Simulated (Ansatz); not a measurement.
## Infrared modes and screening in ZrSnO4 (rutile sites, P-42_1m)

Perturbation theory with PBEsol in Ansatz on the PBEsol cell, ground state and force constants on a 4×4×4 mesh. No spin polarisation and no zero-point or thermal motion; the cell was built from a prototype and may be hypothetical.

The symmetry is P-42_1m (No. 113, tetragonal); a = 4.810 Å, c = 6.475 Å in the conventional setting, 12.48 Å³ an atom. Sn is surrounded by 6 O at 2.06–2.08 Å; O is surrounded by 2 Sn at 2.06–2.08 Å and 1 Zr at 2.10 Å; Zr is surrounded by 6 O at 2.09–2.10 Å; O is surrounded by 1 Sn at 2.08 Å and 2 Zr at 2.09–2.10 Å.

```cif
data_structure
_symmetry_space_group_name_H-M 'P-42_1m'
_symmetry_Int_Tables_number 113
_cell_length_a 4.8101
_cell_length_b 4.8101
_cell_length_c 6.4751
_cell_angle_alpha 90.000
_cell_angle_beta 90.000
_cell_angle_gamma 90.000
_cell_volume 149.81
loop_
_atom_site_label
_atom_site_type_symbol
_atom_site_symmetry_multiplicity
_atom_site_Wyckoff_symbol
_atom_site_fract_x
_atom_site_fract_y
_atom_site_fract_z
_atom_site_occupancy
Sn1 Sn 2 c 0.00000 0.50000 0.12220 1
O1 O 4 e 0.69654 0.80346 0.12469 1
Zr1 Zr 2 c 0.00000 0.50000 0.62422 1
O2 O 4 e 0.69310 0.80690 0.62844 1
```

Optical modes without the longitudinal term:
```csv
ω (cm⁻¹),degeneracy,"IR intensity, summed over the level ((D/Å)²/amu)"
99,2,7.53
114,1,0.00
133,1,0.00
184,2,8.47
217,2,56.18
252,1,0.00
253,2,8.74
265,1,0.00
283,2,11.25
291,1,7.46
293,1,0.00
358,1,112.06
360,1,0.00
424,2,1.53
442,2,55.25
468,1,0.00
472,2,27.71
528,1,0.00
551,2,39.41
559,1,0.11
587,1,0.00
637,1,0.81
655,1,0.00
748,1,0.00
```

All optical modes at Γ are real, from 99 to 748 cm⁻¹ without the longitudinal term; this says nothing of other wave vectors. The long-range field leaves the highest mode where it is. The program warns that the force constants, and all that is formed from them, aren't settled on this k mesh. Of the real levels 14 are infrared active, the strongest at 358 cm⁻¹.

The clamped-ion dielectric constant comes out as 4.66 along x and y, 5.24 along z. With the ions relaxed, ε⁰ is 26.3 along x and y, 19.0 along z. Born charges, averaged over directions: Sn +4.45, O -2.70 to -2.42, Zr +5.79 e. The program notes that the ground state's band table doesn't vouch for all the bands that the response reads.

For comparison, on the r2SCAN cell the mean ε∞ is 4.37 with r2SCAN (ground state on 4×4×4; least gap 3.41 eV).

Spin-orbit coupling is left out, which matters wherever the heavy atoms make up the band edges.
